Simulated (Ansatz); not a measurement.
The start is a generated cell, Al built in the AFLOW prototype A_tP12_96_ab (as in Si). A full variable-cell relaxation at zero pressure is run with r2SCAN (plane waves to 500 eV, PAW, scalar-relativistic; Ansatz, a program for electronic structure). First-step values are on the input's coarse k-mesh.

Ansatz input (later rounds restart from its end on a renewed k-mesh):
Ansatz 0.2 input:
```yaml
crystal:
  lattice:
    - [5.5619271, 0, 0]
    - [0, 5.5619271, 0]
    - [0, 0, 7.0080268]
  atoms:
    - { symbol: Al, position: [0.0849, 0.0849, 0] }
    - { symbol: Al, position: [0.5849, 0.4151, 0.25] }
    - { symbol: Al, position: [0.4151, 0.5849, 0.75] }
    - { symbol: Al, position: [0.9151, 0.9151, 0.5] }
    - { symbol: Al, position: [0.1752, 0.3792, 0.2742] }
    - { symbol: Al, position: [0.6752, 0.1208, 0.9758] }
    - { symbol: Al, position: [0.3248, 0.8792, 0.4758] }
    - { symbol: Al, position: [0.8248, 0.6208, 0.7742] }
    - { symbol: Al, position: [0.6208, 0.8248, 0.2258] }
    - { symbol: Al, position: [0.1208, 0.6752, 0.0242] }
    - { symbol: Al, position: [0.8792, 0.3248, 0.5242] }
    - { symbol: Al, position: [0.3792, 0.1752, 0.7258] }
basis: { ecutwfc: 500, ecutrho_ratio: 4, xc_grid: 4, fft_grid_basis: typed }
kpoints: { mp_grid: { grid: [5, 5, 4] } }
hamiltonian:
  xc: r2scan
  dispersion: none
  pseudopotentials: { azcp: { folder: ./paw }, kind: paw }
scf: { occupations: { method: fermi_dirac, width: 0.05 } }
relax: { f_tol: 0.01, max_steps: 100, cell: { stress_tol: 0.02 } }
output: { forces: true, stress: true }
```

### Question
What pressure does the first self-consistent step give?

### Answer
+18.1 GPa (positive: the cell is compressed).

### Question
Which atoms feel the largest initial force, and how large is it?

### Answer
2.78 eV/Å, on Al1, Al2, Al3, Al4 (atoms numbered as listed).

### Question
By how much does the energy per atom fall from start to end?

### Answer
0.73 eV/atom.

### Question
How does the volume per atom move from start to end?

### Answer
-3.5 %, from 18.07 to 17.43 Å³/atom.

### Question
Is the relaxed structure metallic? Give its gap.

### Answer
Zero (metallic).

### Question
Give the final cell and atomic positions.

### Answer

Space group P4₃2₁2 (No. 96); a = 5.0661 Å, b = 5.0661 Å, c = 8.1481 Å, α = 90.00°, β = 90.00°, γ = 90.00°

```csv
atom,site,symmetry,x,y,z
Al,4a,..2,0.1405,0.1405,0.0000
Al,8b,1,0.1352,0.2582,0.3382
```

The space group stays P4₃2₁2 (No. 96) (the run could not lower it), with 12 atoms in the primitive cell. Final values are on a 8×8×5 k-mesh of the relaxed cell. No spin polarisation in the result.

The run could not lose the symmetry of its start, so the end can be a saddle point.

The relaxed structure here is a generated cell of Al: the first start was made by placing the elements on the sites of a structure type, and the end was not matched to a known phase here, so it may be hypothetical. Known forms of Al include space group No. 225.
